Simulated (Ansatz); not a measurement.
The start is a generated cell, ScPd placed in the AFLOW prototype AB_oP8_57_d_d (as in TlF). The cell and all atomic positions are relaxed at zero pressure with PBE (plane waves to 420 eV, PAW, scalar-relativistic; Ansatz, a program for electronic structure). First-step values are on the input's coarse k-mesh.

Ansatz input (later rounds restart from its end on a renewed k-mesh):
Ansatz 0.2 input:
```yaml
crystal:
  lattice:
    - [5.7252219, 0, 0]
    - [0, 5.155138, 0]
    - [0, 0, 4.8681048]
  atoms:
    - { symbol: Sc, position: [0.255, 0.5096, 0.25] }
    - { symbol: Sc, position: [0.255, 0.9904, 0.75] }
    - { symbol: Sc, position: [0.745, 0.0096, 0.25] }
    - { symbol: Sc, position: [0.745, 0.4904, 0.75] }
    - { symbol: Pd, position: [0.8593, 0.5628, 0.25] }
    - { symbol: Pd, position: [0.8593, 0.9372, 0.75] }
    - { symbol: Pd, position: [0.1407, 0.0628, 0.25] }
    - { symbol: Pd, position: [0.1407, 0.4372, 0.75] }
basis: { ecutwfc: 420, ecutrho_ratio: 4, xc_grid: 2, fft_grid_basis: typed }
kpoints: { mp_grid: { grid: [6, 7, 7] } }
hamiltonian:
  xc: pbe
  dispersion: none
  pseudopotentials: { kind: paw }
scf: { occupations: { method: fermi_dirac, width: 0.05 } }
relax: { f_tol: 0.01, max_steps: 100, cell: { stress_tol: 0.02 } }
output: { forces: true, stress: true }
```

Question: By how much does the energy per atom fall from start to end?

Answer: 0.59 eV/atom.

Question: How does the volume per atom move from start to end?

Answer: +7.2 %, from 17.96 to 19.26 Å³/atom.

Question: How do the shortest distances between atoms change?

Answer: The closest pairs of elements (up to four, under 3.6 Å), start → end: Pd–Sc 2.28 → 2.72 Å; Pd–Pd 2.99 → 3.29 Å; Sc–Sc 3.47 → 3.35 Å.

Question: What does it relax into? Give the structure.

Answer: 
Space group Pbcm (No. 57); a = 5.684 Å, b = 5.275 Å, c = 5.139 Å, α = β = γ = 90.00°

| atom | site | symmetry | x | y | z |
|---|---|---|---|---|---|
| Sc | 4d | ..m | 0.3153 | 0.0421 | 0.2500 |
| Pd | 4d | ..m | 0.1749 | 0.5498 | 0.2500 |

The space group stays Pbcm (No. 57) (the run could not lower it); the end is AFLOW prototype AB_oP8_57_d_d (as in TlF), with 8 atoms in the primitive cell. Final values are on a 8×9×9 k-mesh of the relaxed cell. The start holds a very short contact (Pd–Sc 2.28 Å). No spin polarisation in the result.

The run could not lose the symmetry of its start: the end is stationary, and may be a saddle point rather than a minimum.

The relaxed structure here is a generated cell of ScPd: the first start was made by placing the elements on the sites of a structure type, and the end was not matched to a known phase here, so it may be hypothetical.
